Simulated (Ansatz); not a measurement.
**Electric field gradients in V2O5**

The cell is a COD entry, atoms as given.

```cif
data_V2O5
_symmetry_space_group_name_H-M 'Pmmn:1'
_symmetry_Int_Tables_number 59
_cell_length_a 3.5710
_cell_length_b 11.5440
_cell_length_c 4.3830
_cell_angle_alpha 90.000
_cell_angle_beta 90.000
_cell_angle_gamma 90.000
loop_
_atom_site_label
_atom_site_type_symbol
_atom_site_symmetry_multiplicity
_atom_site_Wyckoff_symbol
_atom_site_fract_x
_atom_site_fract_y
_atom_site_fract_z
V V 4 e 0.0000 0.3512 0.8914
O5 O 4 e 0.0000 0.1809 0.0028
O9 O 4 e 0.0000 0.3545 0.5303
O13 O 2 b 0.0000 0.5000 0.9992
```

One atom of each set is listed.

All values are calculated (Ansatz; DFT, PBE, plane waves and PAW (field gradients read without the response of the frozen cores, which leaves them typically 4 to 6 % off), scalar-relativistic, 420 eV cutoff, Γ-centred 6×2×5 k-points, Fermi–Dirac smearing 0.02 eV), not measured.

V_zz is the principal component of the electric field gradient with the largest magnitude, η = (V_xx − V_yy)/V_zz and C_Q = eQV_zz/h. ν_Q = 3|C_Q|/[2I(2I − 1)].

51V: I = 7/2, Q = -52.00 mb; O-17: I = 5/2, Q = -25.58 mb. Nuclear quadrupole moments: year-2017 set (Pyykkö).

```tsv
site	atoms	first shell	C_Q (MHz)	η	ν_Q (MHz)
V	4	5 O at 1.58–2.03 Å	0.878	0.33	0.063
O5	4	3 V at 1.88–2.03 Å	3.28	0.70	0.491
O9	4	1 V at 1.58 Å	0.704	0.75	0.106
O13	2	2 V at 1.78 Å, angle 149°	3.87	0.01	0.580
```

At O13 V_zz points along the bisector of its two bonds (within 1°).
